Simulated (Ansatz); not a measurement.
## Data sheet: CrB$_{4}$ (DFT)

CrB$_{4}$:
```cif
data_B4Cr
_chemical_formula_sum 'Cr1 B4'
_space_group_name_H-M_alt 'P 1'
_space_group_IT_number 1
_cell_length_a 3.87359
_cell_length_b 3.87359
_cell_length_c 3.87359
_cell_angle_alpha 137.168
_cell_angle_beta 105.137
_cell_angle_gamma 90.316
loop_
_space_group_symop_operation_xyz
  'x, y, z'
loop_
_atom_site_label
_atom_site_type_symbol
_atom_site_fract_x
_atom_site_fract_y
_atom_site_fract_z
_atom_site_occupancy
Cr1 Cr 0.00000 0.00000 0.00000 1
B1 B 0.53818 0.34234 0.19583 1
B2 B 0.46182 0.65766 0.80417 1
B3 B 0.14651 0.34234 0.80417 1
B4 B 0.85349 0.65766 0.19583 1
```

Space group Immm (No. 71); conventional cell a = 2.829 Å, b = 4.709 Å, c = 5.463 Å, α = β = γ = 90.00°.

Method: DFT-PBEsol in the program Ansatz with PAW potentials. Geometry: relaxed at this level of theory. Other levels are named where they apply.

**Cell and energy**

- Volume per atom = 7.28 Å³
- Density = 4.35 g/cm³
- Formation energy from the elements (no fitted shifts) = -0.35 eV/atom

**Electronic structure**

* **Electronic character**: metallic (no gap)
* **Density of states at the Fermi level**: 0.09 states/eV per atom (mean over ±0.08 eV)

**Mechanics**

- Bulk modulus (Birch–Murnaghan fit): 283 GPa
- Pressure derivative B′: 3.9

**Phonons**

* **Highest zone-centre frequency**: 962 cm^-1
* **Zone-centre stability**: no imaginary mode at Γ

The workflow started from a Materials Project entry (that database holds measured and hypothetical structures alike); the Crystallography Open Database files this formula in space group No. 71, but the cells were not matched. Whether it is the stable phase at ambient conditions was not checked. The cell was relaxed with PBEsol under the symmetry of its start. The run is not spin-polarised. As this level gives no gap, phonon frequencies hold no LO–TO term and depend on the k-mesh and smearing (Fermi–Dirac, 0.1 eV here). The references are the lowest solids computed at this level, not always the standard phases.

Potentials: the later of the program's two PAW sets.
